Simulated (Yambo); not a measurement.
Yambo run on CsHgF3 (cubic perovskite, space group Pm-3m, No. 221). The wavefunctions are LDA (Quantum ESPRESSO, PseudoDojo norm-conserving, 84 Ry, scalar-relativistic) ones on a 4×4×4 mesh (25 occupied bands); a = 4.5954 Å, b = 4.5954 Å, c = 4.5954 Å, α = 90.00°, β = 90.00°, γ = 90.00°.

Yambo input:

```
rim_cut
gw0
dyson
el_el_corr
HF_and_locXC
ppa
em1d
RandQpts= 1000000
RandGvec= 1 Ry
EXXRLvcs= 84 Ry
VXCRLvcs= 336 Ry
Chimod= "HARTREE"
% BndsRnXp
 5 | 147 |
%
NGsBlkXp= 3 Ry
% LongDrXp
 1.0 | 1.0 | 1.0 |
%
PPAPntXp= 27.2114 eV
% GbndRnge
 1 | 147 |
%
GTermKind= "BG"
DysSolver= "n"
ExtendOut
% QPkrange
 1 | 1 | 25 | 26 |
 10 | 10 | 25 | 25 |
%
```

k points by index: 1 = Γ, 10 = R.

Resulting energies as the program prints them:

```
#    K-point    Band    Eo [eV]    E [eV]    E-Eo [eV]    Vxc [eV]    Vnlxc [eV]    Sc|Eo [eV]    Sc|E [eV]    dSc/dw|Eo [eV]    Re(Z)    Im(Z)
#
    1    25    -2.035851    -3.687950    -1.652099    -21.42105    -29.02056    5.477200    5.947416    -7.743817    0.778461    -0.001620
    1    26    0.448256    1.439669    0.991413    -13.67740    -9.269964    -3.240115    -3.416021    -4.827771    0.849316    -0.926271E-3
    10    25    0.000000    -1.137777    -1.137777    -24.65114    -30.31946    4.264509    4.530548    -6.362012    0.810503    -0.001149
```
(The two width columns are left out.) Convergence of these settings isn't established.

Spin-orbit coupling is not included.

Geometry of the Materials Project entry, not relaxed at this level.
